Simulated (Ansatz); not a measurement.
## YMg$_{3}$ (P4/mmm): electronic heat capacity and spin susceptibility from the density of states

These are results of DFT r2SCAN, scalar-relativistic, plane waves, PAW (Ansatz 0.2.0), not measurements.

Settings: cutoff 500 eV, Γ-centred mesh 10×10×10 on the computed 4-atom cell, Gaussian smearing of 0.10 eV; no spin polarisation.

Relaxed cell: P4/mmm, a = 4.745 Å, b = 4.745 Å, c = 4.508 Å, α = 90.00°, β = 90.00°, γ = 90.00°, 4 atoms in the primitive cell. Whether it is the stable form of this composition wasn't checked.

The density of states at the Fermi level is 3.301 states/eV in the cell of 4 atoms (1 formula unit; both spins, tetrahedra on a 15×15×15 mesh).

Question: What Sommerfeld coefficient and Pauli susceptibility does this give?

Answer: Per formula unit N(E_F) = 3.301 states/eV. γ = (π²/3) k_B² N(E_F) N_A = 2.357 mJ/(mol K²) per state/eV, so γ = 7.8 mJ/(mol K²), a mole of formula units. χ_P = μ_B² N(E_F) N_A = 3.23×10⁻⁵ emu/mol per state/eV gives 10.7×10⁻⁵ emu/mol. This is the bare band result: a measured γ of the same phase is as a rule larger by a factor 1 + λ from phonons and spin fluctuations, the spin part of χ is larger by the Stoner factor, and a measured χ also holds orbital and core terms. N(E_F) at one energy is sensitive to the mesh where the density of states has sharp peaks.

Cost: 1 run of about 2.6 core-minutes, on Arm Neoverse V1 (shared hosts).